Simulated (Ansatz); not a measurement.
InSb (zinc blende)

```cif
data_In4Sb4
_chemical_formula_sum 'Sb4 In4'
_space_group_name_H-M_alt 'F-43m'
_space_group_IT_number 216
_space_group_name_Hall 'F -4 2 3'
_cell_length_a 6.55727
_cell_length_b 6.55727
_cell_length_c 6.55727
_cell_angle_alpha 90.000
_cell_angle_beta 90.000
_cell_angle_gamma 90.000
loop_
_atom_site_label
_atom_site_type_symbol
_atom_site_symmetry_multiplicity
_atom_site_Wyckoff_symbol
_atom_site_fract_x
_atom_site_fract_y
_atom_site_fract_z
_atom_site_occupancy
Sb1 Sb 4 c 0.25000 0.25000 0.25000 1
In1 In 4 a 0.00000 0.00000 0.00000 1
```
(The calculation used a cell of 2 atoms; values per cell refer to that cell.)

Grid over V/V₀ and (c/a)/(c/a)₀, subscript 0 meaning the relaxed cell; the conventional c axis lies along z; no internal relaxation.

Computed with r2SCAN (plane waves to 500 eV, PAW, scalar-relativistic; Ansatz, a program for electronic structure). k mesh 12×12×12 (Γ-centred), Fermi-Dirac smearing 0.05 eV. E stands for the smeared free energy. With partly filled bands, the response to shear is sensitive to the k mesh, so small differences along c/a are uncertain. At this level the bands of InSb touch or barely overlap; measurements give the solid a gap. InSb was relaxed with its symmetry unable to fall. Spin-orbit coupling is left out, though Sb is heavy. The PAW data are Ansatz's earlier set. ΔE is measured from the relaxed starting cell.

```json
[
 {"ΔE (kJ/mol of atoms)": "(c/a)/(c/a)₀ = 0.880", "V/V₀ = 0.960": "3.5", "V/V₀ = 0.980": "3.0", "V/V₀ = 1.000": "2.9", "V/V₀ = 1.020": "3.2", "V/V₀ = 1.040": "3.8"},
 {"ΔE (kJ/mol of atoms)": "(c/a)/(c/a)₀ = 0.940", "V/V₀ = 0.960": "___", "V/V₀ = 0.980": "0.9", "V/V₀ = 1.000": "0.8", "V/V₀ = 1.020": "0.9", "V/V₀ = 1.040": "___"},
 {"ΔE (kJ/mol of atoms)": "(c/a)/(c/a)₀ = 1.000", "V/V₀ = 0.960": "0.8", "V/V₀ = 0.980": "0.2", "V/V₀ = 1.000": "0.0", "V/V₀ = 1.020": "0.2", "V/V₀ = 1.040": "0.7"},
 {"ΔE (kJ/mol of atoms)": "(c/a)/(c/a)₀ = 1.060", "V/V₀ = 0.960": "___", "V/V₀ = 0.980": "1.0", "V/V₀ = 1.000": "0.8", "V/V₀ = 1.020": "1.0", "V/V₀ = 1.040": "___"},
 {"ΔE (kJ/mol of atoms)": "(c/a)/(c/a)₀ = 1.120", "V/V₀ = 0.960": "3.8", "V/V₀ = 0.980": "3.3", "V/V₀ = 1.000": "3.1", "V/V₀ = 1.020": "3.4", "V/V₀ = 1.040": "3.9"}
]
```

**Question.** Complete the blanks.

**Answer.** 
- (c/a)/(c/a)₀ = 0.940, V/V₀ = 0.960: 1.5
- (c/a)/(c/a)₀ = 0.940, V/V₀ = 1.040: 1.5
- (c/a)/(c/a)₀ = 1.060, V/V₀ = 0.960: 1.5
- (c/a)/(c/a)₀ = 1.060, V/V₀ = 1.040: 1.5

(A scan under strain: stresses follow from slopes of the energy per volume, elastic moduli from its curvatures.)
